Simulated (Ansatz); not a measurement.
## La2In8Rh, a known structure type with other elements, at an estimated volume

```
Rh La In
1.0
     4.71475    0.00000    0.00000
     0.00000    4.71475    0.00000
     0.00000    0.00000   12.33490
Rh La In
1 2 8
Direct
  0.00000 0.00000 0.50000
  0.00000 0.00000 0.80526
  0.00000 0.00000 0.19474
  0.50000 0.00000 0.00000
  0.00000 0.50000 0.00000
  0.00000 0.50000 0.61836
  0.50000 0.00000 0.61836
  0.00000 0.50000 0.38164
  0.50000 0.00000 0.38164
  0.50000 0.50000 0.80366
  0.50000 0.50000 0.19634
```

The numbers come from plane-wave PAW DFT (Ansatz): r2SCAN, no spin polarisation, 500 eV, 6×6×2 Γ-centred k points, fermi-dirac occupations (width 0.0119 eV). Nothing was relaxed.

- Forces: The largest is on In8 (and as large on other atoms): 0.15 eV/Å, components (0.00, 0.00, 0.15). It makes 58° with the line to a nearest neighbour, Rh1 at 2.77 Å.
- Charges: Bader charges in e: La +1.22, In -0.41 to +0.04, Rh -0.99. In the mean La gives up most and Rh takes most.
- Electronic structure: It is a metal, with about 4.8 states/eV a cell as the mean within 0.25 eV of the Fermi level, mostly In p (47 %) and La d (24 %).
- Stress: The pressure is 0.7 GPa (compression positive), so with the atoms held at these fractions the cell would first expand.
- Formation energy: -0.58 eV an atom against the elements' usual phases (free molecules for gases, crystals otherwise, with no correction for O₂ or N₂), so it is bound against them; other compounds may still compete. Relaxing would lower it.

Origin: a known structure type with other elements, at an estimated volume, so it need not be a known compound. Caveats: f levels without a U or exact exchange are poorly placed.
